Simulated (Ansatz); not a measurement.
# Structures of Mo₃H: which is lowest?

Plane-wave DFT in Ansatz with scalar-relativistic PAW potentials, cutoff 420 eV, Γ-centred meshes chosen by cell and gap, Gaussian smearing with energies taken to zero width. Every cell was relaxed (cell and atoms) in a run of its own, within the symmetry of its start. Functional: PBE.

Relaxed structures (starts from databases or built by putting these elements on another compound's sites):
A. Pm-3m, 4 atoms in the computed cell, a = 3.798 Å; sites (symmetry × multiplicity) H m-3m × 1, Mo 4/mm.m × 3; start: built
B. P4/mmm, 4 atoms in the computed cell, a = 4.187 Å, c = 3.201 Å; sites (symmetry × multiplicity) H 4/mmm × 1, Mo 4/mmm × 1 + mmm. × 2; start: built

Problem. Rank them by energy. Could pressure change the order?

Solution.
| structure | group | E − E(lowest) (meV/atom) | V (Å³/atom) | gap on mesh (eV) |
| --- | --- | --- | --- | --- |
| B | P4/mmm | 0.0 | 14.03 | 0.00 |
| A | Pm-3m | 335 | 13.70 | 0.00 |

B is lowest, 335 meV/atom under A. The two lowest differ in volume by under 3 %, too little for a first-order estimate of what pressure does to that pair (other pairs aren't weighed here); with rigid cells even 3 % in favour of the higher one would need about 127 GPa. Other structures may lie lower than all of these, and vibrations aren't counted.